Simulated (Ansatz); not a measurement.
Data:

Si:
```cif
data_Si16
_chemical_formula_sum 'Si16'
_space_group_name_H-M_alt 'C2/m'
_space_group_IT_number 12
_space_group_name_Hall '-C 2y'
_cell_length_a 13.84345
_cell_length_b 3.84753
_cell_length_c 6.33822
_cell_angle_alpha 90.000
_cell_angle_beta 96.794
_cell_angle_gamma 90.000
loop_
_atom_site_label
_atom_site_type_symbol
_atom_site_symmetry_multiplicity
_atom_site_Wyckoff_symbol
_atom_site_fract_x
_atom_site_fract_y
_atom_site_fract_z
_atom_site_occupancy
Si1 Si 4 i 0.05562 0.00000 0.87419 1
Si2 Si 4 i 0.44098 0.00000 0.34652 1
Si3 Si 4 i 0.21281 0.00000 0.05738 1
Si4 Si 4 i 0.27293 0.00000 0.41447 1
```
(The calculation used a cell of 8 atoms; values per cell refer to that cell.)

This is the r²SCAN-relaxed structure.

### Question
All from DFT-r²SCAN in the program Ansatz with PAW potentials, unless another level is named. Estimate the HSE06 gap on the r²SCAN cell.

### Answer
0.81 eV.

### Question
Predict the smallest direct gap on the standard path.

### Answer
0.72 eV.

### Question
Give the electron effective mass.

### Answer
0.14, 0.31, 11 mₑ (principal values).

### Question
Give the band gap.

### Answer
0.42 eV (indirect).

### Question
Give the valence-band maximum.

### Answer
at Γ.

The first step of the workflow began from a Materials Project structure, measured or hypothetical; the Crystallography Open Database copy checked does not list it. It is not the phase usual at ambient conditions (space group No. 227). Symmetry was held in the r²SCAN relaxation; of distortions, only those at the zone centre were tested.

Potentials: the later of the program's two PAW sets.
